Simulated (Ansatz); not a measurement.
A relaxation computed with Ansatz, from input to last step.

```yaml
crystal:
  lattice:
    - [-3.161233064, 3.161233064, 2.5242847608]
    - [3.161233064, -3.161233064, 2.5242847608]
    - [3.161233064, 3.161233064, -2.5242847608]
  atoms:
    - { symbol: Hf, position: [0.1532260171, 0.6532260171, 0.8064520341] }
    - { symbol: Hf, position: [0.6532260171, 0.8467739829, 0.5] }
    - { symbol: Hf, position: [0.8467739829, 0.3467739829, 0.1935479659] }
    - { symbol: Hf, position: [0.3467739829, 0.1532260171, 0.5] }
    - { symbol: Ga, position: [0.75, 0.75, 0.0] }
    - { symbol: Ga, position: [0.25, 0.25, 0.0] }
basis:
  ecutwfc: 420
kpoints:
  mp_grid: { grid: [8, 8, 8] }
hamiltonian:
  xc: pbesol
scf:
  occupations: { method: gaussian, width: 0.1 }
output:
  forces: true
  stress: true
  eigenvalues: true
relax:
  adjacent_minimum: "off"
  f_tol: 0.01
  max_steps: 30
  cell: { stress_tol: 0.1, fix: [volume] }
```

```bash
ansatz run input.yaml --threads 1 --pin off --max-ram 2560MiB --backend cpu --events-out ev --progress --plain --runs-dir out
```

Method: DFT PBEsol, scalar-relativistic, plane waves, PAW in Ansatz.

The volume is held at 0.88 times that of the relaxed cell.

Of 4 frames 3 are shown, positions in Å and forces in eV/Å; the SCF threshold varies from step to step. Steps run on the plane waves of an earlier cell, with a Pulay correction in the pressure. The basis is chosen afresh for the last frame, the zero of the energies, and at times for earlier ones too; energy and pressure can step there, also at an unchanged geometry. Where two frames share a geometry here, they differ by under 2 meV/atom and 0.3 GPa. The mark taken_back stands on steps that the optimiser undid.

```xyz
6
Lattice="-3.1612 3.1612 2.5243 3.1612 -3.1612 2.5243 3.1612 3.1612 -2.5243" Properties=species:S:1:pos:R:3:forces:R:3 pbc="T T T" step=1 free_energy_over_end_meV_per_atom=0.10 pressure_GPa=20.61
Hf    4.1300    0.9688    0.0000   -0.0520   -0.0520    0.0000
Hf    2.1925    0.9688    2.5243    0.0520   -0.0520    0.0000
Hf   -0.9688    2.1925    2.5243    0.0520    0.0520    0.0000
Hf    0.9688    2.1925    0.0000   -0.0520    0.0520    0.0000
Ga    0.0000    0.0000    3.7864    0.0000    0.0000    0.0000
Ga    0.0000    0.0000    1.2621    0.0000    0.0000    0.0000
6
Lattice="-3.1602 3.1602 2.5260 3.1602 -3.1602 2.5260 3.1602 3.1602 -2.5260" Properties=species:S:1:pos:R:3:forces:R:3 pbc="T T T" step=2 free_energy_over_end_meV_per_atom=0.51 pressure_GPa=20.45 taken_back
Hf    4.1198    0.9596    0.0000    0.1240    0.1240    0.0000
Hf    2.2006    0.9596    2.5260   -0.1240    0.1240    0.0000
Hf   -0.9596    2.2006    2.5260   -0.1240   -0.1240    0.0000
Hf    0.9596    2.2006    0.0000    0.1240   -0.1240    0.0000
Ga    0.0000    0.0000    3.7890    0.0000    0.0000    0.0000
Ga    0.0000    0.0000    1.2630    0.0000    0.0000    0.0000
6
Lattice="-3.1602 3.1602 2.5260 3.1602 -3.1602 2.5260 3.1602 3.1602 -2.5260" Properties=species:S:1:pos:R:3:forces:R:3 pbc="T T T" step=4 free_energy_over_end_meV_per_atom=0.00 pressure_GPa=20.56
Hf    4.1260    0.9659    0.0000   -0.0015   -0.0015    0.0000
Hf    2.1943    0.9659    2.5260    0.0015   -0.0015    0.0000
Hf   -0.9659    2.1943    2.5260    0.0015    0.0015    0.0000
Hf    0.9659    2.1943    0.0000   -0.0015    0.0015    0.0000
Ga    0.0000    0.0000    3.7890    0.0000    0.0000    0.0000
Ga    0.0000    0.0000    1.2630    0.0000    0.0000    0.0000
```

Time: 110 s on 1 thread of Arm Neoverse V2 (shared host), peak memory 0.62 GiB.

Spin–orbit coupling is left out, which can shift energies with elements as heavy as these.